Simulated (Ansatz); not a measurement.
Te (trigonal-Te type, space group P3_121)

```yaml
crystal:
  lattice:
    - [4.62355, 0.00000, 0.00000]
    - [-2.31177, 4.00411, 0.00000]
    - [0.00000, 0.00000, 5.90437]
  atoms:
    - { symbol: Te, position: [0.25344, 0.00000, 0.33333] }
    - { symbol: Te, position: [0.00000, 0.25344, 0.66667] }
    - { symbol: Te, position: [0.74656, 0.74656, 0.00000] }
```

Grid over V/V₀ and (c/a)/(c/a)₀, subscript 0 meaning the relaxed cell; the conventional c axis lies along z; no internal relaxation.

These are r2SCAN (plane waves to 500 eV, PAW, scalar-relativistic; Ansatz, a program for electronic structure) values and carry that method's errors. k mesh 8×8×6 (Γ-centred), Fermi-Dirac smearing 0.05 eV. Stress and pressure are positive under compression. As the atoms are clamped, bonds stretch with the cell, which overstates energies and stresses. Spin-orbit coupling is left out, though Te is heavy. Te was relaxed with its symmetry unable to fall. The PAW data are Ansatz's earlier set. 

```csv
σzz (GPa),V/V₀ = 0.960,V/V₀ = 0.973,V/V₀ = 0.987,V/V₀ = 1.000,V/V₀ = 1.013,V/V₀ = 1.027,V/V₀ = 1.040
(c/a)/(c/a)₀ = 0.920,5.10,4.12,3.21,2.36,1.57,0.84,(withheld)
(c/a)/(c/a)₀ = 0.947,4.35,3.38,2.48,1.63,0.85,0.12,-0.56
(c/a)/(c/a)₀ = 0.973,3.53,2.57,1.67,0.84,0.07,-0.65,-1.31
(c/a)/(c/a)₀ = 1.000,2.64,1.70,0.82,0.00,-0.75,-1.46,-2.11
(c/a)/(c/a)₀ = 1.027,1.70,0.78,-0.08,-0.88,-1.62,-2.30,-2.93
(c/a)/(c/a)₀ = 1.053,0.72,-0.18,-1.02,-1.79,-2.51,-3.17,-3.79
(c/a)/(c/a)₀ = 1.080,(withheld),-1.18,-1.98,-2.73,-3.42,-4.06,-4.65
```

Complete the blanks.


- (c/a)/(c/a)₀ = 0.920, V/V₀ = 1.040: 0.15
- (c/a)/(c/a)₀ = 1.080, V/V₀ = 0.960: -0.30

(A scan under strain: stresses follow from slopes of the energy per volume, elastic moduli from its curvatures.)
